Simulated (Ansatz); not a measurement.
AlNi:
```yaml
crystal:
  lattice:
    - [2.89321, 0.00000, 0.00000]
    - [0.00000, 2.89321, 0.00000]
    - [0.00000, 0.00000, 2.89321]
  atoms:
    - { symbol: Al, position: [0.00000, 0.00000, 0.00000] }
    - { symbol: Ni, position: [0.50000, 0.50000, 0.50000] }
```

Relaxed with PBE.

### Question
List the phonon frequencies at the special points (DFPT on a 4×4×4 q-mesh, Fourier-interpolated; PBE in the plane-wave PAW code Ansatz).

### Answer
In cm⁻¹; no LO–TO term at Γ, as the run had none.

```
q              frequencies
-  -----------------------
Γ        0 0 0 289 289 289
X  164 164 201 260 260 357
M  126 126 186 253 344 344
R  163 163 163 328 328 328
```

Space group Pm-3m (CsCl type). Symmetry was held in the PBE relaxation; phonons on a q-mesh show no instability. The workflow began spin-polarised and lost its moments. As this level gives no gap, phonon frequencies hold no LO–TO term and depend on the k-mesh and smearing (Fermi–Dirac, 0.1 eV here).

Potentials: the later of the program's two PAW sets.
